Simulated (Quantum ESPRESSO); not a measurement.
## Re3GaPd3Nb (a guest atom moved from site to site)

Computed values, not a measurement. The program is pw.x of Quantum ESPRESSO 7.5 (plane-wave density functional theory). The cell is made up: eight metal atoms on a hexagonal close-packed lattice, with elements, volume, strain and displacements drawn at random and not relaxed, so it may be unstable or far from any real phase. PseudoDojo standard norm-conserving files set the functional (PBE unless stated); there is no spin polarisation or spin-orbit coupling, the Fermi-Dirac width of 0.25 eV means electrons at about 2900 K, and the masses in the input are unused placeholders. Heavy elements are run without spin-orbit coupling, which real alloys of them have. A spin test at this wide smearing found no moment, but such smearing suppresses magnetism that the real alloy may have.

The runs move one Ga atom among sites that otherwise hold Pd. Cell, positions, cutoff, mesh and smearing stay as in the input of run 1; sites are counted in its order. Stress in the tables is positive in tension.

Input of run 1:

```
&control calculation='scf', pseudo_dir='./dojo.nc.sr.pbe.v0_5.standard.upf', outdir='./o', disk_io='medium', tprnfor=.true., tstress=.true. /
&system ibrav=0, nat=8, ntyp=4, nbnd=80, ecutwfc=82.02448710, nosym=.true., tot_charge=0,
 occupations='smearing', smearing='fd', degauss=0.0183746611
/
&electrons conv_thr=1.470e-08, electron_maxstep=70, mixing_beta=0.5 /
ATOMIC_SPECIES
Ga 1.0 Ga.upf
Nb 1.0 Nb.upf
Pd 1.0 Pd.upf
Re 1.0 Re.upf
CELL_PARAMETERS angstrom
2.8885 -0.0327 0.0396
1.4082 -2.461 -4.6044
1.2951 7.3198 -4.6055
ATOMIC_POSITIONS angstrom
Re -0.0262 -0.0087 0.0272
Ga 1.366 2.3361 -4.6345
Re 1.4292 -0.8855 -2.2728
Pd 2.7951 1.6038 -6.9734
Nb 2.8439 4.8615 -4.5399
Pd 2.8136 -0.0213 -4.5781
Pd 2.8377 1.5645 -2.3125
Re 4.1407 4.0929 -6.8335
K_POINTS automatic
8 5 3 1 1 1
```

| run | elements on sites 1 to 8 | free energy less that of run 1 (eV) | -TS (eV) | pressure (GPa) | stress xx (GPa) | stress yy (GPa) | stress zz (GPa) | stress yz (GPa) | stress xz (GPa) | stress xy (GPa) | iterations |
| --- | --- | --- | --- | --- | --- | --- | --- | --- | --- | --- | --- |
| 1 | Re Ga Re Pd Nb Pd Pd Re | 0.000 | -1.479 | -10.71 | 11.39 | 7.93 | 12.80 | 0.33 | 1.24 | -1.33 | 21 |
| 2 | Re Pd Re Ga Nb Pd Pd Re | 0.327 | -1.545 | -10.39 | 10.26 | 8.85 | 12.07 | 1.14 | 1.71 | -0.61 | 21 |
| 3 | Re Pd Re Pd Nb Ga Pd Re | 0.056 | -1.499 | -10.59 | 10.54 | 9.20 | 12.03 | 1.03 | 1.17 | -1.21 | 21 |
| 4 | Re Pd Re Pd Nb Pd Ga Re | 0.046 | -1.483 | -10.52 | 11.10 | 8.18 | 12.27 | 0.70 | 1.30 | -0.99 | 22 |

Forces Fx Fy Fz (eV/Å):

```
site             run 1             run 2              run 3             run 4
   1   -0.02 0.29 0.12   -0.06 0.47 0.02   0.09 -0.02 -0.06   -0.03 0.04 0.29
   2   0.01 -0.36 0.02   0.10 0.75 -0.53    0.03 0.18 -0.30    0.02 0.73 0.16
   3  -0.09 0.26 -0.06   -0.05 0.14 0.05    -0.02 0.34 0.49  -0.07 0.11 -0.06
   4   -0.18 0.02 0.57  -0.10 -0.44 1.38    -0.12 0.16 0.36  -0.17 -0.13 0.43
   5   0.18 0.23 -0.13  0.04 -0.10 -0.80    0.03 0.06 -0.32  0.12 -0.01 -0.19
   6   0.13 -0.48 0.25   0.10 -1.17 0.19   0.05 -0.23 -0.13   0.15 -1.02 0.20
   7   0.01 -0.05 0.14    0.03 0.10 0.63   -0.04 -0.20 0.68    0.01 0.25 0.01
   8  -0.04 0.10 -0.91  -0.05 0.24 -0.94  -0.02 -0.29 -0.73  -0.03 0.03 -0.85
```

The sites are displaced and not relaxed, so the energy differences hold strain from misfit and are not ordering energies. A rerun of one cell of this series at a higher cutoff and on a denser mesh moved values by no more than 0.009 eV in energy, 0.08 GPa in stress and 0.005 eV/Å in force, and a second program with other atomic files agreed on that cell to 2 % rms in force and 0.5 GPa in pressure.